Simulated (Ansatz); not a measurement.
Rb:
```
CELL_PARAMETERS angstrom
     -2.91132     2.91132     2.76598
      2.91132    -2.91132     2.76598
      2.91132     2.91132    -2.76598
ATOMIC_POSITIONS crystal
  Rb 0.00000 0.00000 0.00000
```

Relaxed with r²SCAN+D4. Special points in fractions of this cell's reciprocal vectors: Γ (0.000, 0.000, 0.000); X (0.000, 0.000, 0.500); M (-0.500, 0.500, 0.500); Z (0.476, 0.476, -0.476); Z0 (-0.476, 0.524, 0.476); P (0.250, 0.250, 0.250); N (0.000, 0.500, 0.000).

**Question.** List the band energies nearest the Fermi level at these points for DFT-r²SCAN+D4 in the program Ansatz with PAW potentials.

**Answer.** In eV from the Fermi level; about four levels below and three above (degenerate sets whole), none deeper than 8.9 eV; points with the same levels are listed once.

```csv
k,below,above
Γ,-2.05,3.90 4.19 4.19
X,–,0.30 0.61 3.08
M,–,1.26 1.41 3.26 3.26
Z,–,1.27 1.40 3.25 3.25
P,–,1.32 1.32 1.38
N,–,0.39 0.74 2.77
```

Space group I4/mmm (body-centred tetragonal). The first step of the workflow began from a Materials Project structure, measured or hypothetical; the Crystallography Open Database copy checked does not list it. It is not the phase usual at ambient conditions (space group No. 229). Symmetry was held in the r²SCAN+D4 relaxation; whether a distortion lowers the energy is not shown. The pairwise dispersion correction was not fitted to metals. Spin–orbit coupling is left out wherever it is not named.

Potentials: the later of the program's two PAW sets.
